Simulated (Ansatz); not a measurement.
K2S:
```yaml
crystal:
  lattice:
    - [5.12608, 0.00000, 0.00000]
    - [-2.56304, 4.43932, 0.00000]
    - [0.00000, 0.00000, 6.78477]
  atoms:
    - { symbol: S, position: [0.33333, 0.66667, 0.25000] }
    - { symbol: S, position: [0.66667, 0.33333, 0.75000] }
    - { symbol: K, position: [0.00000, 0.00000, 0.00000] }
    - { symbol: K, position: [0.00000, 0.00000, 0.50000] }
    - { symbol: K, position: [0.66667, 0.33333, 0.25000] }
    - { symbol: K, position: [0.33333, 0.66667, 0.75000] }
```

x, y and z are the axes in which the lattice vectors are written.

Q: Give the high-frequency dielectric tensor and the Born effective charge tensors of the independent atoms from DFPT, LDA (plane waves, PAW; program Ansatz).

A: 
ε∞:
```
3.88  0.00  0.00
0.00  3.88  0.00
0.00  0.00  3.78
```
Z* of atom 1 (S), rows: field, columns: displacement, in e:
```
-2.13   0.00   0.00
 0.00  -2.13   0.00
 0.00   0.00  -2.06
```
Z* of atom 3 (K), rows: field, columns: displacement, in e:
```
1.22  0.00  0.00
0.00  1.22  0.00
0.00  0.00  0.98
```
Z* of atom 5 (K), rows: field, columns: displacement, in e:
```
0.90  0.00  0.00
0.00  0.90  0.00
0.00  0.00  1.08
```

Space group P6_3/mmc. The workflow started from an entry of the Crystallography Open Database (COD), which files this formula under 2 space groups. Its standing as an ambient phase is unchecked. The LDA relaxation kept the symmetry of its start; phonons show weakly imaginary modes. The volume moved by -35 % from the start of the relaxation. The volume fell by over 15 % from the filed cell, which may lack light atoms or belong to other conditions.

Potentials: the later of the program's two PAW sets.
